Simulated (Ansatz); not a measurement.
AgW:
```
CELL_PARAMETERS angstrom
      4.60088     0.00000     0.00000
      0.00000     2.71687     0.00000
      0.00000     0.00000     5.22564
ATOMIC_POSITIONS crystal
  W  0.25000 0.00000 0.86981
  W  0.75000 0.00000 0.13019
  Ag 0.25000 0.50000 0.36401
  Ag 0.75000 0.50000 0.63599
```

Relaxed with r²SCAN. Special points in fractions of this cell's reciprocal vectors: Γ (0.000, 0.000, 0.000); X (0.500, 0.000, 0.000); S (0.500, 0.500, 0.000); Y (0.000, 0.500, 0.000); Z (0.000, 0.000, 0.500); U (0.500, 0.000, 0.500); R (0.500, 0.500, 0.500); T (0.000, 0.500, 0.500).

Q: List the band energies nearest the Fermi level at these points for DFT-r²SCAN in the program Ansatz with PAW potentials.

A: In eV from the Fermi level; about four levels below and three above (degenerate sets whole), none deeper than 8.9 eV; points with the same levels are listed once.

```tsv
k	below	above
Γ	-2.68 -2.31 -1.91 -0.11	1.09 1.91 2.38
X	-2.06 -2.06 -0.07 -0.07	2.19 2.19 2.55 2.55
S	-1.25 -1.25 -0.91 -0.91	3.19 3.19 3.99 3.99
Y	-2.50 -1.86 -1.52 -0.62	0.05 0.80 1.19
Z	-3.16 -2.63 -1.99 -1.91	0.92 1.87 2.47
U	-2.37 -2.37 -1.18 -1.18	1.88 1.88 3.27 3.27
R	-1.43 -1.43 -0.74 -0.74	0.80 0.80 1.83 1.83
T	-1.54 -1.41 -0.65 -0.40	0.97 1.34 2.41
```

Space group Pmma. The start of the workflow was typed in or built on a structure type; neither database checked (COD, Materials Project) lists it. Whether it is the stable phase at ambient conditions was not checked. The r²SCAN relaxation kept the symmetry of its start; its stability against distortions is not shown here. No spin polarisation was allowed. Its formation energy is positive at this level, so the cell may be metastable or incomplete. Spin–orbit coupling is left out wherever it is not named.

Potentials: the earlier of the program's two PAW sets.
